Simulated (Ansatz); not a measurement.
Data sheet: Re3B (DFT)

Re₃B:
Space group Cmcm (No. 63); a = 2.898 Å, b = 9.339 Å, c = 7.280 Å, α = β = γ = 90.00°

| atom | site | symmetry | x | y | z |
|---|---|---|---|---|---|
| B | 4c | m2m | 0.0000 | 0.7458 | 0.2500 |
| Re | 4c | m2m | 0.0000 | 0.4244 | 0.2500 |
| Re | 8f | m.. | 0.0000 | 0.1335 | 0.0647 |
(The calculation used a cell of 8 atoms; values per cell refer to that cell.)

Space group Cmcm (No. 63); conventional cell a = 2.8977 Å, b = 9.3391 Å, c = 7.2800 Å, α = 90.00°, β = 90.00°, γ = 90.00°.

Method: the program Ansatz at the r²SCAN level (PAW). Geometry: relaxed at this level of theory. Other levels are named where they apply.

### Cell and energy

```json
{
  "volume_per_atom": "12.31 Å³",
  "density": "19.20 g/cm³",
  "Formation energy from the elements (no fitted shifts)": "-0.22 eV/atom"
}
```

### Electronic structure

```json
{
 "electronic_character": "metallic (no gap)",
 "Density of states at the Fermi level": "0.56 states/eV per atom (mean over ±0.08 eV)",
 "Gap with spin–orbit coupling": "none (metallic)"
}
```

### Mechanics

```json
{
  "Bulk modulus (Birch–Murnaghan fit)": "389 GPa",
  "Pressure derivative B′": "4.5"
}
```

### Charges

```json
{
  "bader_charges": "B -0.59, Re +0.20 e"
}
```

The workflow started from an entry of the Crystallography Open Database (COD). Whether it is the stable phase at ambient conditions was not checked. The cell was relaxed with r²SCAN under the symmetry of its start; whether a distortion lowers the energy is not shown. The run is not spin-polarised. The references are the lowest solids computed at this level, not always the standard phases. Spin–orbit coupling is left out wherever it is not named.

Potentials: the later of the program's two PAW sets.
